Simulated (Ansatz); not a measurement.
An Ansatz (a first-principles code) run. Input:

Ansatz 0.2 input:
```yaml
crystal:
  lattice:
    - [0.0, 3.8650712607, 3.8650712607]
    - [3.8650712607, 0.0, 3.8650712607]
    - [3.8650712607, 3.8650712607, 0.0]
  atoms:
    - { symbol: Si, position: [0.625, 0.625, 0.625] }
    - { symbol: Si, position: [0.125, 0.625, 0.625] }
    - { symbol: Si, position: [0.625, 0.125, 0.625] }
    - { symbol: Si, position: [0.625, 0.625, 0.125] }
    - { symbol: Si, position: [0.25, 0.25, 0.25] }
    - { symbol: Si, position: [0.0, 0.0, 0.0] }
    - { symbol: N, position: [0.8675705857, 0.8675705857, 0.8675705857] }
    - { symbol: N, position: [0.3972882428, 0.8675705857, 0.8675705857] }
    - { symbol: N, position: [0.8675705857, 0.3972882428, 0.8675705857] }
    - { symbol: N, position: [0.8675705857, 0.8675705857, 0.3972882428] }
    - { symbol: N, position: [0.3824294143, 0.3824294143, 0.3824294143] }
    - { symbol: N, position: [0.8527117572, 0.3824294143, 0.3824294143] }
    - { symbol: N, position: [0.3824294143, 0.8527117572, 0.3824294143] }
    - { symbol: N, position: [0.3824294143, 0.3824294143, 0.8527117572] }
kpoints:
  mp_grid: { grid: [6, 6, 6] }
hamiltonian:
  xc: r2scan
  pseudopotentials: { kind: paw }
scf:
  occupations: { method: fixed }
checkpoint: { read: static.run }
output: { write_density: true, elf: true, volumetric_format: npy }
```

Output (shortened):

```
Pseudopotential: Si, paw, valence charge 4
Pseudopotential: N, paw, valence charge 5
Functional definition: r2SCAN
Crystal: 14 atoms, lattice volume = 115.479 Å³
Basis set: ecut = 500 eV, 2891 PW (Γ), exchange–correlation on 160×160×160 points (64 copies of the dense FFT grid, shifted against one another)
Bands: 46, of which v1, the nominal top of the filled ones, is band 32 counted from 1 (31 counted from 0)
Symmetry: 48 space group operations
Space group: Fd-3m (ITA 227), of the structure as read, at distance tolerance 4.9e-5 Å
k-points: 16 of 216
Stability of the state it starts from, as read at its close in the unpolarized treatment …
iter 1 solved again at ethr=1.20e-7 eV; its pass at ethr=3.10e-3 eV (dr2=7.70e-5 eV) is discarded
SCF iter   1: F=—  HF=-6928.598145 eV  |F-HF|=—  |Δ(HF+E_count)|=         —  Δρ=4.65e-7  dr2=1.62e-10  dr2_τ=1.87e-11  ethr=1.20e-7  ⟨swp⟩=3.1  Hψ=4849  notcnv=0  defer=187
preconditioner: auto → Resta (q_TF=auto, 2.473 Å⁻¹)
SCF iter   2: F=-6928.598145 eV  HF=-6928.598145 eV  |F-HF|=1.09e-11  |Δ(HF+E_count)|=   3.45e-8  Δρ=2.15e-7  dr2=3.88e-11  dr2_τ=2.27e-11  ethr=1.00e-12  ⟨swp⟩=19.3  Hψ=5446  notcnv=0
SCF 1 converged in 2 iterations: F = -6928.598145 eV  dr2 = 3.88e-11
SCF converged after 2 iterations
Free energy (F): -6928.598145 eV
Harris-Foulkes:  -6928.598145 eV  (|F-HF|=1.09e-11)
Internal energy: -6928.598145 eV  (E = F + TS)
E sigma→0 (E₀):  -6928.598145 eV
Fermi energy:    11.097230 eV
--- Per-component energies (eV) ---
  E_band       = 254.519245
  E_kinetic    = 1376.292138
  E_local      = -1466.168834  (includes V_loc(G=0)·N_el)
  E_nonlocal   = 492.168528
  E_hartree    = 494.073313
  E_xc         = -810.673181
  E_vxc        = -1012.319463  (∫ρ·V_xc dr)
  E_paw        = -4151.652940  (= ΣΔE_a)
  E_vpaw       = -177.332565  (= ΣTr[D̂ρ^β])
  E_aug_tail   = 0.000172  (compensation charges beyond the density's cutoff)
  E_vtau       = 53.732775  (kinetic-family band-sum trace: ∫τ·v_τ [+ j·A + Jᵃ·Aᵃ] dr)
  E_ewald      = -2861.942227
  E_core_change = -0.695115  (= ΣΔE_core)
  E_smearing   =  0.000000  (= −TS)
  E_closure    = 0.000000  (closes the sum)
  Σ components = -6928.598145   (vs F -6928.598145, Δ=0.00e0)
  [band-id]    e_kinetic+e_local+e_nonlocal+2·e_hartree+e_vxc+e_vpaw+e_augmentation_tail+e_vtau = 254.519378   (vs E_band 254.519245, Δ=1.33e-4)
--- Band table (eV; the first three rows and the last of 16) ---
  k-point 0: bands = ["-8.7763", "-5.4034", "-4.4782", "-4.4782", "-4.4782", "-3.4674", "-3.4674", "-3.4674", "0.2710", "1.3150", "1.8845", "1.8845", "1.8845", "3.5738", "3.5738", "6.7231", "6.7231", "6.7231", "8.6459", "8.6459", "8.6459", "9.1257", "9.1257", …
  k-point 1: bands = ["-8.6223", "-5.5776", "-4.7904", "-4.4465", "-4.4465", "-3.5761", "-3.5737", "-3.5737", "0.6398", "1.6202", "2.0942", "2.0942", "2.4796", "3.8379", "3.8379", "6.2360", "6.6572", "6.6572", "8.2488", "8.2488", "8.5582", "8.7350", "9.0222", …
  k-point 2: bands = ["-8.1852", "-6.3156", "-4.9524", "-4.3455", "-4.3455", "-3.8525", "-3.8171", "-3.8171", "1.3927", "2.3094", "2.6640", "2.6640", "3.8930", "4.2740", "4.2740", "5.4371", "6.4451", "6.4451", "7.2735", "7.8554", "7.8554", "8.5178", "8.5178", …
  k-point 15: bands = ["-7.0011", "-7.0011", "-5.6610", "-5.6610", "-4.1649", "-4.1649", "-3.4536", "-3.4536", "3.0491", "3.0491", "3.7377", "3.7377", "4.7216", "4.7216", "5.4041", "5.4041", "5.6759", "5.6759", "6.5617", "6.5617", "7.2604", "7.2604", …
```

Cost: roughly 9 core-seconds on shared cores.

The r²SCAN relaxation kept the symmetry of its start.

Potentials: the later of the program's two PAW sets.

Ansatz is a plane-wave DFT program.
